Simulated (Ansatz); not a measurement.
KAsH2O4:
```
KAsH2O4
1.0
    0.00000     5.44741     3.56237
    5.38003     0.00000     3.56237
    5.38003     5.44741     0.00000
K H As O
2 4 2 8
Direct
  0.49779   0.49779   0.50221
  0.74779   0.74779   0.75221
  0.28585   0.96749   0.15559
  0.96749   0.28585   0.59107
  0.09441   0.65893   0.96415
  0.65893   0.09441   0.28251
  0.26762   0.26762   0.23238
  0.01762   0.01762   0.98238
  0.27713   0.95880   0.29866
  0.95880   0.27713   0.46541
  0.95134   0.78459   0.97287
  0.78459   0.95134   0.29120
  0.30288   0.97845   0.94490
  0.97845   0.30288   0.77376
  0.30510   0.47624   0.94712
  0.47624   0.30510   0.27155
```

Relaxed with r²SCAN.

Problem. Give the Bader charges and basin volumes of the independent atoms, plane-wave PAW r²SCAN (Ansatz code).

Solution. 

| atom | Bader charge (e) | Bader volume (Å³) |
|---|---|---|
| K1 | +0.89 | 20.1 |
| H3 | +0.66 | 1.3 |
| As7 | +2.80 | 8.1 |
| O9 | -1.26 | 18.1 |
| O13 | -1.24 | 18.4 |

Space group Fdd2. The workflow started from a Materials Project entry (that database holds measured and hypothetical structures alike); the Crystallography Open Database copy checked does not list it. Whether it is the stable phase at ambient conditions was not checked. The r²SCAN relaxation kept the symmetry of its start; whether a distortion lowers the energy is not shown.

Potentials: the later of the program's two PAW sets.
